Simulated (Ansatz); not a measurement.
TiS₂:
```xyz
6
Lattice="3.2743 0.0000 0.0000 -1.6371 2.8356 0.0000 0.0000 0.0000 11.3962" Properties=species:S:1:pos:R:3 pbc="T T T"
Ti     1.6371     0.9452     8.5472
Ti     0.0000     1.8904     2.8491
S      1.6371     0.9452     4.3290
S      0.0000     1.8904     7.0673
S      0.0000     1.8904    10.0271
S      1.6371     0.9452     1.3691
```

Relaxed with LDA. Special points in fractions of this cell's reciprocal vectors: Γ (0.000, 0.000, 0.000); M (0.500, 0.000, 0.000); K (0.333, 0.333, 0.000); A (0.000, 0.000, 0.500); L (0.500, 0.000, 0.500); H (0.333, 0.333, 0.500).

**Question.** List the band energies nearest the Fermi level at these points for DFT-LDA in the program Ansatz with PAW potentials.

**Answer.** In eV from the Fermi level; about four levels below and three above (degenerate sets whole), none deeper than 8.9 eV; points with the same levels are listed once.

```tsv
k	below	above
Γ	-0.89 -0.89 -0.74 -0.74	0.69 0.98 1.73
M	-1.09 -0.97 -0.91 -0.19	0.33 2.26 2.32
K	-2.98 -2.98 -2.98 -2.98 -0.94 -0.94	0.72 0.91 1.87 1.87
A	-0.81 -0.81 -0.81 -0.81	1.60 1.60 2.83 2.83 2.83 2.83
L	-1.13 -1.13 -1.09 -1.09	0.15 0.15 2.28 2.28
H	-2.26 -2.26 -1.15 -1.15	0.80 0.80 1.87 1.87
```

Space group P6_3/mmc. The first step of the workflow began from a Materials Project structure, measured or hypothetical; the Crystallography Open Database copy checked does not list it. It is not the phase usual at ambient conditions (space group No. 164). The cell was relaxed with LDA under the symmetry of its start; whether a distortion lowers the energy is not shown. The run is not spin-polarised. A crystal of weakly bound layers computed without a dispersion correction: the cell and the soft elastic constants depend strongly on that.

Potentials: the later of the program's two PAW sets.
